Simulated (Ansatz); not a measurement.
Consider the following.

SiNi₂:
```
CELL_PARAMETERS angstrom
      4.94747     0.00000     0.00000
      0.00000     3.69255     0.00000
      0.00000     0.00000     7.00232
ATOMIC_POSITIONS crystal
  Ni 0.54213 0.25000 0.79490
  Ni 0.04213 0.25000 0.70510
  Ni 0.45787 0.75000 0.20510
  Ni 0.95787 0.75000 0.29490
  Ni 0.17020 0.25000 0.05994
  Ni 0.67020 0.25000 0.44006
  Ni 0.82980 0.75000 0.94006
  Ni 0.32980 0.75000 0.55994
  Si 0.71119 0.25000 0.11467
  Si 0.21119 0.25000 0.38533
  Si 0.28881 0.75000 0.88533
  Si 0.78881 0.75000 0.61467
```

This is the r²SCAN-relaxed structure.

Task: All from DFT-r²SCAN in the program Ansatz with PAW potentials, unless another level is named. Give the electronic character.

Result: metallic (no gap).

Task: And the formation energy from the elements (no fitted shifts)?

Result: -0.53 eV/atom.

Task: Predict the density of states at the Fermi level.

Result: 0.49 states/eV per atom (mean over ±0.08 eV).

Space group Pnma. The cell was relaxed with r²SCAN under the symmetry of its start. The workflow began spin-polarised and lost its moments. The references are the lowest solids computed at this level, not always the standard phases.

Potentials: the later of the program's two PAW sets.
